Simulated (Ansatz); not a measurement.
Collinear states of Fe3Os

These are results of DFT PBE, scalar-relativistic, plane waves, PAW in Ansatz, not measurements.

```yaml
crystal:
  lattice:
    - [3.56656, 0.00000, 0.00000]
    - [0.00000, 3.56656, 0.00000]
    - [0.00000, 0.00000, 3.56656]
  atoms:
    - { symbol: Fe, position: [0.00000, 0.50000, 0.50000] }
    - { symbol: Fe, position: [0.50000, 0.00000, 0.50000] }
    - { symbol: Fe, position: [0.50000, 0.50000, 0.00000] }
    - { symbol: Os, position: [0.00000, 0.00000, 0.00000] }
```

* plane-wave cutoff: 420 eV
* Γ-centred k-mesh: 12×12×12
* occupation rule: Gaussian smearing, 0.1 eV
* list of starting moments (μB, in atom order): 4.5 4.5 4.5 0
* check for lower electronic states after the SCF: off

All runs keep this geometry, which isn't relaxed for the lowest state (largest force there 0.000 eV/Å, pressure 7.5 GPa; forces reach 0.20 eV/Å in another state) and needn't be a stable compound; relaxing each order would shift the differences by some 10 meV/atom, going by the pressures and a bulk modulus of about 150 GPa. Signs run over the atoms with starting moments. A propagation vector, in units of the reciprocal vectors, doubles the cell, which takes an equally dense mesh. Site moments are spin moments in atom-centred spheres that scale with the neighbour distance. The states are those that the runs reached from these starts; a lower one can exist.

Problem. Starts tried: no spin; large parallel starting moments; ferrimagnetic in the cell, signs ++-; antiferromagnetic, doubled cell, propagation vector (0, 0, 1/2); antiferromagnetic, doubled cell, propagation vector (0, 1/2, 1/2); antiferromagnetic, doubled cell, propagation vector (1/2, 1/2, 1/2). Which state comes out lowest, and what are the moments?

Solution. The lowest state is ferrimagnetic, reached from the start “ferrimagnetic in the cell, signs ++-”, with site moments (μB) Fe +0.94 (×2), Fe -1.79, Os +0.07.

```
                                                              start ends energy above lowest (meV/atom) site moments (μB) gap on mesh (eV) P (GPa)
                                                            no spin non-magnetic                            29.3                                    none over 0.05             metal      0.0
                                    large parallel starting moments ferromagnetic                            27.6                                     Fe +0.25 (×3) metal      0.4
                               ferrimagnetic in the cell, signs ++-      ferrimagnetic                            0.00                 Fe +0.94 (×2), Fe -1.79, Os +0.07             metal      7.5
    antiferromagnetic, doubled cell, propagation vector (0, 0, 1/2) antiferromagnetic                            20.1                      Fe +0.95 (×3), Fe -0.95 (×3) metal      4.1
  antiferromagnetic, doubled cell, propagation vector (0, 1/2, 1/2) antiferromagnetic                            26.7  Fe +0.87, Fe +0.86 (×2), Fe -0.87, Fe -0.86 (×2) metal      3.5
antiferromagnetic, doubled cell, propagation vector (1/2, 1/2, 1/2) antiferromagnetic                            27.1                      Fe +0.75 (×3), Fe -0.75 (×3) metal      2.6
```

Cost: 6 runs of about 15 core-minutes in all, on Arm Neoverse V2 (shared hosts).